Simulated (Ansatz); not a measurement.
BePd:
```
BePd
1.0
    2.81220     0.00000     0.00000
    0.00000     2.81220     0.00000
    0.00000     0.00000     2.81220
Be Pd
1 1
Direct
  0.00000   0.00000   0.00000
  0.50000   0.50000   0.50000
```

Relaxed with r²SCAN. Special points in fractions of this cell's reciprocal vectors: Γ (0.000, 0.000, 0.000); X (0.000, 0.500, 0.000); M (0.500, 0.500, 0.000); R (0.500, 0.500, 0.500).

List the band energies nearest the Fermi level at these points for DFT-r²SCAN in the program Ansatz with PAW potentials.

In eV from the Fermi level; about four levels below and three above (degenerate sets whole), none deeper than 8.9 eV; points with the same levels are listed once.

```tsv
k	below	above
Γ	-5.85 -5.85 -2.50 -2.50 -2.50	5.89 5.89 5.89
X	-4.09 -4.09 -2.35 -0.02	11.09 11.09 11.77
M	-3.55 -3.55 -1.93 -1.93 -1.39	5.82 6.32 9.63
R	-6.75 -6.75 -6.75 -1.31 -1.31	5.12 5.95 5.95 5.95
```

Space group Pm-3m (CsCl type). The workflow started from a Materials Project entry (that database holds measured and hypothetical structures alike); the Crystallography Open Database files this formula in space group No. 221, but the cells were not matched. Its standing as an ambient phase is unchecked. Symmetry was held in the r²SCAN relaxation; its stability against distortions is not shown here. The run is not spin-polarised. Spin–orbit coupling is left out wherever it is not named.

Potentials: the later of the program's two PAW sets.
